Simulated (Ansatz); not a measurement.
Put Mg₃AsPb in Pm-3m (No. 221): Mg on 3d; As on 1a; Pb on 1b.

The calculation used DFT PBE, scalar-relativistic, plane waves, PAW in Ansatz. Cutoff 420 eV, Γ-centred mesh, Gaussian smearing, no spin polarisation.

Energies over the elements count from the elements' standard structures at the same level, with no fitted energy shifts.

Task: Give the relaxed lattice parameters and positions.

Result:

Space group Pm-3m (No. 221). a = 5.069 Å, b = 5.069 Å, c = 5.069 Å, α = 90.00°, β = 90.00°, γ = 90.00°
```tsv
atom	site	symmetry	x	y	z
Mg	3d	4/mm.m	0.5000	0.0000	0.0000
As	1a	m-3m	0.0000	0.0000	0.0000
Pb	1b	m-3m	0.5000	0.5000	0.5000
```

It has the antiperovskite type. Around Mg lie 2 As at 2.53 Å, 4 Pb at 3.58 Å and 8 Mg at 3.58 Å; As has 6 Mg at 2.53 Å; Pb is surrounded by 12 Mg at 3.58 Å.

Task: Where does its energy lie, and is it a metal?

Result: The energy over the elements is −0.07 eV/atom. The gap on the 8×8×8 mesh of the 5-atom cell is 0 eV (a metal). It lies below the elements, which doesn't yet make it stable against other compounds or structures.

The last run used Gaussian smearing of 0.10 eV. Spin–orbit coupling, which can matter for Pb, is left out. The cell is a metal run without spin; a magnetic state may lie lower. The reference form of As is held partly by dispersion forces, which this level lacks. A structure relaxed within its symmetry needn't be a true minimum.
